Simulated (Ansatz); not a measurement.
A relaxation computed with Ansatz, from input to last step.

```yaml
crystal:
  lattice:
    - [3.0330714066, 0.0, 0.0]
    - [-1.5165357033, 2.6267168896, 0.0]
    - [0.0, 0.0, 14.944901557]
  atoms:
    - { symbol: Ti, position: [0.3333333333, 0.6666666667, 0.8434687002] }
    - { symbol: Ti, position: [0.6666666667, 0.3333333333, 0.3434687002] }
    - { symbol: Ti, position: [0.6666666667, 0.3333333333, 0.1565312998] }
    - { symbol: Ti, position: [0.3333333333, 0.6666666667, 0.6565312998] }
    - { symbol: Ti, position: [0.0, 0.0, 0.0] }
    - { symbol: Ti, position: [0.0, 0.0, 0.5] }
    - { symbol: C, position: [0.6666666667, 0.3333333333, 0.9139188237] }
    - { symbol: C, position: [0.3333333333, 0.6666666667, 0.4139188237] }
    - { symbol: C, position: [0.6666666667, 0.3333333333, 0.5860811763] }
    - { symbol: C, position: [0.3333333333, 0.6666666667, 0.0860811763] }
basis:
  ecutwfc: 500
kpoints:
  mp_grid: { grid: [12, 12, 4] }
hamiltonian:
  xc: r2scan
scf:
  occupations: { method: gaussian, width: 0.1 }
output:
  forces: true
  stress: true
  eigenvalues: true
relax:
  adjacent_minimum: "off"
  f_tol: 0.008
  max_steps: 50
  cell: { stress_tol: 0.08, p_target: 5.0 }
```

```bash
ansatz run input.yaml --threads 2 --pin off --max-ram 5120MiB --backend cpu --events-out ev --progress --plain --runs-dir out
```

Theory: DFT r2SCAN, scalar-relativistic, plane waves, PAW in Ansatz.

Of 6 frames 5 are shown, positions in Å and forces in eV/Å; the SCF threshold varies from step to step. Steps run on the plane waves of an earlier cell, with a Pulay correction in the pressure. The basis is chosen afresh for the last frame, the zero of the energies, and at times for earlier ones too; energy and pressure step there, also at an unchanged geometry. The relaxation lowers the enthalpy F + PV at the target pressure, so the free energy itself can rise.

```xyz
10
Lattice="3.0331 0.0000 0.0000 -1.5165 2.6267 0.0000 0.0000 0.0000 14.9449" Properties=species:S:1:pos:R:3:forces:R:3 pbc="T T T" step=1 free_energy_over_end_meV_per_atom=0.93 pressure_GPa=6.20
Ti    0.0000    1.7511   12.6056    0.0000    0.0000   -0.2673
Ti    1.5165    0.8756    5.1331    0.0000    0.0000   -0.2673
Ti    1.5165    0.8756    2.3393    0.0000    0.0000    0.2673
Ti    0.0000    1.7511    9.8118    0.0000    0.0000    0.2673
Ti    0.0000    0.0000    0.0000    0.0000    0.0000    0.0000
Ti    0.0000    0.0000    7.4725    0.0000    0.0000    0.0000
C     1.5165    0.8756   13.6584    0.0000    0.0000    0.0525
C     0.0000    1.7511    6.1860    0.0000    0.0000    0.0525
C     1.5165    0.8756    8.7589    0.0000    0.0000   -0.0525
C     0.0000    1.7511    1.2865    0.0000    0.0000   -0.0525
10
Lattice="3.0331 0.0000 0.0000 -1.5165 2.6267 0.0000 0.0000 0.0000 14.8686" Properties=species:S:1:pos:R:3:forces:R:3 pbc="T T T" step=2 free_energy_over_end_meV_per_atom=2.48 pressure_GPa=5.39
Ti    0.0000    1.7511   12.5132    0.0000    0.0000    0.0937
Ti    1.5165    0.8756    5.0789    0.0000    0.0000    0.0937
Ti    1.5165    0.8756    2.3554    0.0000    0.0000   -0.0937
Ti    0.0000    1.7511    9.7897    0.0000    0.0000   -0.0937
Ti    0.0000    0.0000    0.0000    0.0000    0.0000    0.0000
Ti    0.0000    0.0000    7.4343    0.0000    0.0000    0.0000
C     1.5165    0.8756   13.5746    0.0000    0.0000    0.0860
C     0.0000    1.7511    6.1403    0.0000    0.0000    0.0860
C     1.5165    0.8756    8.7283    0.0000    0.0000   -0.0860
C     0.0000    1.7511    1.2940    0.0000    0.0000   -0.0860
10
Lattice="3.0360 0.0000 0.0000 -1.5180 2.6293 0.0000 0.0000 0.0000 14.9179" Properties=species:S:1:pos:R:3:forces:R:3 pbc="T T T" step=3 free_energy_over_end_meV_per_atom=0.08 pressure_GPa=5.06
Ti    0.0000    1.7528   12.5677    0.0000    0.0000   -0.0164
Ti    1.5180    0.8764    5.1087    0.0000    0.0000   -0.0164
Ti    1.5180    0.8764    2.3502    0.0000    0.0000    0.0164
Ti    0.0000    1.7528    9.8092    0.0000    0.0000    0.0164
Ti    0.0000    0.0000    0.0000    0.0000    0.0000    0.0000
Ti    0.0000    0.0000    7.4590    0.0000    0.0000    0.0000
C     1.5180    0.8764   13.6281    0.0000    0.0000    0.0241
C     0.0000    1.7528    6.1692    0.0000    0.0000    0.0241
C     1.5180    0.8764    8.7488    0.0000    0.0000   -0.0241
C     0.0000    1.7528    1.2898    0.0000    0.0000   -0.0241
10
Lattice="3.0359 0.0000 0.0000 -1.5179 2.6291 0.0000 0.0000 0.0000 14.9225" Properties=species:S:1:pos:R:3:forces:R:3 pbc="T T T" step=4 free_energy_over_end_meV_per_atom=0.00 pressure_GPa=5.01
Ti    0.0000    1.7528   12.5715    0.0000    0.0000   -0.0063
Ti    1.5179    0.8764    5.1103    0.0000    0.0000   -0.0063
Ti    1.5179    0.8764    2.3510    0.0000    0.0000    0.0063
Ti    0.0000    1.7528    9.8122    0.0000    0.0000    0.0063
Ti    0.0000    0.0000    0.0000    0.0000    0.0000    0.0000
Ti    0.0000    0.0000    7.4613    0.0000    0.0000    0.0000
C     1.5179    0.8764   13.6331    0.0000    0.0000    0.0088
C     0.0000    1.7528    6.1719    0.0000    0.0000    0.0088
C     1.5179    0.8764    8.7507    0.0000    0.0000   -0.0088
C     0.0000    1.7528    1.2894    0.0000    0.0000   -0.0088
10
Lattice="3.0360 0.0000 0.0000 -1.5180 2.6293 0.0000 0.0000 0.0000 14.9207" Properties=species:S:1:pos:R:3:forces:R:3 pbc="T T T" step=6 free_energy_over_end_meV_per_atom=0.00 pressure_GPa=4.99
Ti    0.0000    1.7529   12.5698    0.0000    0.0000    0.0006
Ti    1.5180    0.8764    5.1095    0.0000    0.0000    0.0006
Ti    1.5180    0.8764    2.3509    0.0000    0.0000   -0.0006
Ti    0.0000    1.7529    9.8112    0.0000    0.0000   -0.0006
Ti    0.0000    0.0000    0.0000    0.0000    0.0000    0.0000
Ti    0.0000    0.0000    7.4603    0.0000    0.0000    0.0000
C     1.5180    0.8764   13.6318    0.0000    0.0000   -0.0015
C     0.0000    1.7529    6.1715    0.0000    0.0000   -0.0015
C     1.5180    0.8764    8.7492    0.0000    0.0000    0.0015
C     0.0000    1.7529    1.2888    0.0000    0.0000    0.0015
```

It took 4.1 min on 2 threads of AMD EPYC (Zen 3), on a shared host, peak memory 0.95 GiB.